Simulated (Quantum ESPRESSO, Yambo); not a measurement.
Al₂O₃ (corundum, space group R-3c, No. 167): one geometry, one set of norm-conserving PBEsol (Quantum ESPRESSO, 84 Ry, without SOC) orbitals, self-energies from Yambo (4×4×4 Γ-centred k mesh, 169 bands and a 8 Ry block in the screening, 169 bands in G with the Bruneval-Gonze terminator, plasmon pole fitted at 27.2 eV).

```
level                                                        gap Γ → Γ (eV)
-----------------------------------------------------------  --------------
PBEsol (Quantum ESPRESSO)                                              5.82
exchange only (Hartree-Fock self-energy on PBEsol orbitals)               ?
static COHSEX@PBEsol                                                      ?
G0W0@PBEsol, plasmon pole                                              8.18
```

**Question.** Some entries are withheld; supply them.

**Answer.** 
- exchange only (Hartree-Fock self-energy on PBEsol orbitals), gap Γ → Γ (eV): 16.27
- static COHSEX@PBEsol, gap Γ → Γ (eV): 9.25

Bare exchange has no screening and gives the widest gap; static COHSEX screens it but leaves out the frequency dependence, which G0W0 restores.

Nearest settings tried, and what they do to the gap: 3 Ry block (65 vectors against 223): -246 meV. Not varied: bands in G, bands in W, mesh. So the settings aren't converged at that level.

Geometry of the Materials Project entry, not relaxed at this level; primitive cell a = b = c = 5.1780 Å, α = β = γ = 55.29°.
